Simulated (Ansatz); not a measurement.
The polar optical mode of MgO at 9 GPa, worked through

Computed with DFT LDA, scalar-relativistic, plane waves, PAW in Ansatz. Settings: 420 eV plane-wave cutoff, Γ-centred 10×10×10 mesh, fixed occupations. No spin polarisation. Phonons by linear response, acoustic sum rule imposed.

The cell, relaxed at 9 GPa:
```cif
data_structure
_symmetry_space_group_name_H-M 'Fm-3m'
_symmetry_Int_Tables_number 225
_cell_length_a 4.0941
_cell_length_b 4.0941
_cell_length_c 4.0941
_cell_angle_alpha 90.000
_cell_angle_beta 90.000
_cell_angle_gamma 90.000
_cell_volume 68.62
loop_
_atom_site_label
_atom_site_type_symbol
_atom_site_symmetry_multiplicity
_atom_site_Wyckoff_symbol
_atom_site_fract_x
_atom_site_fract_y
_atom_site_fract_z
_atom_site_occupancy
Mg1 Mg 4 a 0.00000 0.00000 0.00000 1
O1 O 4 b 0.50000 0.00000 0.00000 1
```

Linear response gives ν_TO = 454.1 cm⁻¹, Born charges ±1.947 e (positive on Mg) and ε∞ = 3.136. The primitive cell holds 17.156 Å³, and the masses are 24.305 and 15.999 amu.

Question: Find ν_LO and the static dielectric constant.

Answer: The long-wave field adds a restoring force: ω_LO² − ω_TO² = Z*²e²/(ε_vac ε∞ μV). In these units ν_LO² − ν_TO² = 4.92064×10⁷ Z*²/(μ V ε∞) cm⁻², with μ = m₁m₂/(m₁ + m₂) = 9.648 amu: 359457 cm⁻². So ν_LO = √(454.1² + 359457) = 752.1 cm⁻¹, and the run gives 752.1. Lyddane–Sachs–Teller then gives ε0 = ε∞ (ν_LO/ν_TO)² = 8.60, against 8.60 in the run (it forms both from the same three quantities, so the match checks the arithmetic only). Between ν_TO and ν_LO the dielectric function is negative and an undamped crystal reflects fully: a reststrahlen band from 13.3 to 22.0 μm.

Question: What do the Clausius–Mossotti polarisability and the Szigeti charge come to?

Answer: With the Lorentz local field, α = (3V/4π)(ε∞ − 1)/(ε∞ + 2) = 1.70 Å³ for the pair, and e_S = 3Z*/(ε∞ + 2) = 1.14 e. The Born charge includes the electrons' response to the dipole's own local field, and e_S takes that enhancement out. The Lorentz field assumes point-like polarisable ions, a fair picture at this small ε∞.

Question: How strongly does a slow electron couple to the LO mode?

Answer: For one isotropic parabolic band, Fröhlich's constant is α_F = (1/ε∞ − 1/ε0) √(m* Ry/ħω_LO), with Ry = 13.606 eV, ħω_LO = 93.2 meV and m* in free-electron masses: α_F = 0.2027 × 12.08 × √m* = 2.45 √m*. The band mass isn't part of this run; for m* = 0.1, 0.3 and 1 it gives 0.77, 1.34, 2.45. In weak coupling the polaron lies α_F ħω_LO below the band edge (125 meV at m* = 0.3) with a mass m*(1 + α_F/6); past α_F of about 5 or 6 that expansion fails. A semilocal functional's ε∞ tends to be too large, which taken alone lowers α_F.

Cost: 1 run of about 0.096 core-minutes, on Intel Xeon Platinum 8488C (Sapphire Rapids) (shared hosts).